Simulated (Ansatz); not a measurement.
Given:

LaAl$_{2}$Ge$_{2}$:
```cif
data_Al2Ge2La
_chemical_formula_sum 'La1 Al2 Ge2'
_space_group_name_H-M_alt 'P 1'
_space_group_IT_number 1
_cell_length_a 4.29385
_cell_length_b 4.29385
_cell_length_c 7.04748
_cell_angle_alpha 90.000
_cell_angle_beta 90.000
_cell_angle_gamma 120.000
loop_
_space_group_symop_operation_xyz
  'x, y, z'
loop_
_atom_site_label
_atom_site_type_symbol
_atom_site_fract_x
_atom_site_fract_y
_atom_site_fract_z
_atom_site_occupancy
La1 La 0.00000 0.00000 0.00000 1
Al1 Al 0.66667 0.33333 0.36424 1
Al2 Al 0.33333 0.66667 0.63576 1
Ge1 Ge 0.66667 0.33333 0.72725 1
Ge2 Ge 0.33333 0.66667 0.27275 1
```

This is the r²SCAN-relaxed structure.

Q: All from plane-wave PAW r²SCAN (Ansatz code), unless another level is named. Give the electronic character.

A: metallic (no gap).

Q: And the density of states at the Fermi level?

A: 0.36 states/eV per atom (mean over ±0.08 eV).

Q: And the formation energy from the elements (no fitted shifts)?

A: -53 kJ/mol of atoms.

Space group P-3m1. The workflow started from a Materials Project entry (that database holds measured and hypothetical structures alike); the Crystallography Open Database files this formula in space group No. 164, but the cells were not matched. Its standing as an ambient phase is unchecked. The r²SCAN relaxation kept the symmetry of its start; its stability against distortions is not shown here. The references are the lowest solids computed at this level, not always the standard phases. Spin–orbit coupling is left out wherever it is not named.

Potentials: the earlier of the program's two PAW sets.
